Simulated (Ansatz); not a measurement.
An Ansatz (an electronic-structure program) run. Input:

Ansatz 0.2 input:
```yaml
crystal:
  lattice:
    - [0.0, 2.9650814779, 2.9650814779]
    - [2.9650814779, 0.0, 2.9650814779]
    - [2.9650814779, 2.9650814779, 0.0]
  atoms:
    - { symbol: Cd, position: [0.0, 0.0, 0.0] }
    - { symbol: Te, position: [0.5, 0.5, 0.5] }
kpoints:
  mp_grid: { grid: [12, 12, 12] }
hamiltonian:
  xc: lda
  pseudopotentials: { azcp: { folder: ./paw }, kind: paw }
scf:
  occupations: { method: fermi_dirac, width: 0.1 }
phonons:
  method: dfpt
  response_accuracy: low
  eigenvectors: true
  rigid_motions: translations
```

Output (shortened):

```
zone centre: on kpoints.mp_grid the ground state, and the responses unless they are solved on pairs of k-points, stand on 163 of the mesh's 1728 k-points, …
Pseudopotentials: kind: paw
Pseudopotential: Cd, paw, valence charge 20
Pseudopotential: Te, paw, valence charge 16
Functional definition: SPW92
Crystal: 2 atoms, lattice volume = 52.136 Å³
Basis set: ecut = 420 eV, 965 PW (Γ), exchange–correlation on 60×60×60 points (8 copies of the dense FFT grid, shifted against one another)
Bands: 22, of which v1, the nominal top of the filled ones, is band 18 counted from 1 (17 counted from 0)
Symmetry: 48 space group operations
k-points: 163 of 1728 (irreducible under 8 space group operations, time reversal used)
PAW frozen core: Cd, regenerated for the run's functional, and the local potential with it
PAW frozen core: Te, regenerated for the run's functional, and the local potential with it
Initial density: superposition of atomic densities (chi_scale 0.1, normalization cell, long waves kept (reshape's long-wave potential 0.00 eV rms))
Initial wavefunctions: pseudopotential atomic-orbital guess
Eigensolver: davidson
Functional: x = slater, c = lda
SCF iter   1: F=—  HF=-14945.777077 eV  |F-HF|=—  |Δ(HF+E_count)|=         —  Δρ=1.84e-2  dr2=1.21e-1  ethr=3.10e-3  ⟨swp⟩=6.5  Hψ=17348  notcnv=0
all-band conjugate gradients solve this SCF's bands
preconditioner: auto → Kerker (q_TF=auto, 2.565 Å⁻¹)
SCF iter   2: F=—  HF=-14945.740915 eV  |F-HF|=—  |Δ(HF+E_count)|=   3.62e-2  Δρ=9.16e-3  dr2=3.10e-2  ethr=3.35e-4  ⟨swp⟩=2.0  Hψ=7752  notcnv=0
SCF iter   3: F=—  HF=-14945.737751 eV  |F-HF|=—  |Δ(HF+E_count)|=   3.16e-3  Δρ=3.25e-3  dr2=4.13e-3  ethr=8.61e-5  ⟨swp⟩=2.0  Hψ=5687  notcnv=0
SCF iter   4: F=—  HF=-14945.737151 eV  |F-HF|=—  |Δ(HF+E_count)|=   6.00e-4  Δρ=5.92e-4  dr2=2.48e-4  ethr=1.15e-5  ⟨swp⟩=2.0  Hψ=6522  notcnv=0
SCF iter   5: F=—  HF=-14945.737117 eV  |F-HF|=—  |Δ(HF+E_count)|=   3.44e-5  Δρ=2.04e-4  dr2=1.89e-5  ethr=6.88e-7  ⟨swp⟩=2.8  Hψ=6796  notcnv=0
SCF iter   6: F=—  HF=-14945.737118 eV  |F-HF|=—  |Δ(HF+E_count)|=   1.54e-6  Δρ=3.17e-5  dr2=5.38e-7  ethr=5.25e-8  ⟨swp⟩=2.0  Hψ=6371  notcnv=0
SCF iter   7: F=—  HF=-14945.737123 eV  |F-HF|=—  |Δ(HF+E_count)|=   5.33e-6  Δρ=1.01e-5  dr2=6.96e-8  ethr=1.49e-9  ⟨swp⟩=2.6  Hψ=6614  notcnv=0
SCF iter   8: F=—  HF=-14945.737123 eV  |F-HF|=—  |Δ(HF+E_count)|=   2.41e-8  Δρ=2.07e-6  dr2=3.18e-9  ethr=1.93e-10  ⟨swp⟩=2.0  Hψ=4113  notcnv=0
SCF iter  10: F=-14945.737123 eV  HF=-14945.737123 eV  |F-HF|=1.82e-12  |Δ(HF+E_count)|=  1.82e-11  Δρ=9.85e-8  dr2=3.80e-12  ethr=1.00e-12  ⟨swp⟩=6.9  Hψ=17272  notcnv=0
SCF 1 converged in 10 iterations: F = -14945.737123 eV  dr2 = 3.80e-12
DFPT response loops at Γ: preconditioner auto → Kerker (q_TF=auto, 2.565 Å⁻¹) (partly filled bands, converged f_vac=0.015) …
SCF converged after 10 iterations
Free energy (F): -14945.737123 eV
Harris-Foulkes:  -14945.737123 eV  (|F-HF|=1.82e-12)
Internal energy: -14945.711358 eV  (E = F + TS)
E sigma→0 (E₀):  -14945.724241 eV
Entropy (-TS):   -0.025765 eV (-12.883 meV/atom)
Fermi energy:    11.178496 eV
--- Per-component energies (eV) ---
  E_band       = -666.476347
  E_kinetic    = 615.985993
  E_local      = -4781.765810  (includes V_loc(G=0)·N_el)
  E_nonlocal   = 198.830819
  E_hartree    = 2279.173460
  E_xc         = -278.454743
  E_vxc        = -299.733211  (∫ρ·V_xc dr)
  E_paw        = -8482.559062  (= ΣΔE_a)
  E_vpaw       = -958.141450  (= ΣTr[D̂ρ^β])
  E_aug_tail   = 0.000375  (compensation charges beyond the density's cutoff)
  E_ewald      = -4498.367602
  E_core_change = 1.445212  (= ΣΔE_core)
  E_smearing   = -0.025765  (= −TS)
  E_closure    =  0.000000  (closes the sum)
  Σ components = -14945.737123   (vs F -14945.737123, Δ=0.00e0)
  [band-id]    e_kinetic+e_local+e_nonlocal+2·e_hartree+e_vxc+e_vpaw+e_augmentation_tail = -666.476363   (vs E_band -666.476347, Δ=-1.68e-5)
--- Band table (eV; the first three rows and the last of 163) ---
  k-point 0: bands = ["-91.0441", "-52.1791", "-52.1791", "-52.1791", "-25.1009", "-25.1009", "-25.0925", "-25.0925", "-25.0925", "-1.0476", "2.7390", "2.7390", "2.7863", "2.7863", "2.7863", "10.6236", "10.6236", "10.6236", "11.7397", "18.4479", "18.4479", "18.4479"]
  k-point 1: bands = ["-91.0441", "-52.1792", "-52.1791", "-52.1791", "-25.1009", "-25.1009", "-25.0924", "-25.0924", "-25.0924", "-0.9835", "2.7267", "2.7267", "2.7827", "2.7919", "2.7919", "9.7581", "10.6534", "10.6534", "12.5387", "17.6891", "18.2100", "18.2100"]
  k-point 2: bands = ["-91.0441", "-52.1792", "-52.1792", "-52.1792", "-25.1007", "-25.1007", "-25.0923", "-25.0921", "-25.0921", "-0.7974", "2.6899", "2.6899", "2.7711", "2.8107", "2.8107", "8.5359", "10.7395", "10.7395", "13.4918", "16.9468", "17.3572", "17.3572"]
  k-point 162: bands = ["-91.0441", "-52.1794", "-52.1794", "-52.1793", "-25.1012", "-25.0998", "-25.0914", "-25.0914", "-25.0895", "0.1260", "2.6405", "2.7915", "2.7915", "2.9476", "3.5615", "7.4038", "7.5489", "7.5489", "13.7335", "15.9463", "17.9216", "17.9216"]
  band table: 22 of 22 bands, residual norms ≤ 1.0e-3 eV
--- Phonons (Γ-DFPT): 2 representative perturbations + reference, on 163 of 1728 k-points (Σ response iterations 6) ---
  k mesh reduced under 8 symmetry operations, with k and −k counted as one. Each operation leaves every solved perturbation unchanged …
  ASR residual: 1.928e-4 → 0.000e0 eV/Å²; symmetrization residual: 1.629e-4 eV/Å²
  ASR residual per site (eV/Å²): 1.93e-4 1.41e-4
  Γ frequencies (cm⁻¹): 0.00 0.00 0.00 92.38 92.38 92.38
  non-analytic LO–TO correction: not included (Born effective charges unavailable; polar crystals: no LO–TO splitting at Γ)
```

Cost: very roughly 22 core-seconds on shared cores.

Space group Fm-3m (rock salt). This is a known high-pressure phase of the composition, computed here at zero pressure and temperature. The cell was relaxed with LDA under the symmetry of its start; of distortions, only those at the zone centre were tested. As this level gives no gap, phonon frequencies hold no LO–TO term and depend on the k-mesh and smearing (Fermi–Dirac, 0.1 eV here). Spin–orbit coupling is left out wherever it is not named.

Potentials: the earlier of the program's two PAW sets.

Ansatz is a plane-wave DFT program.
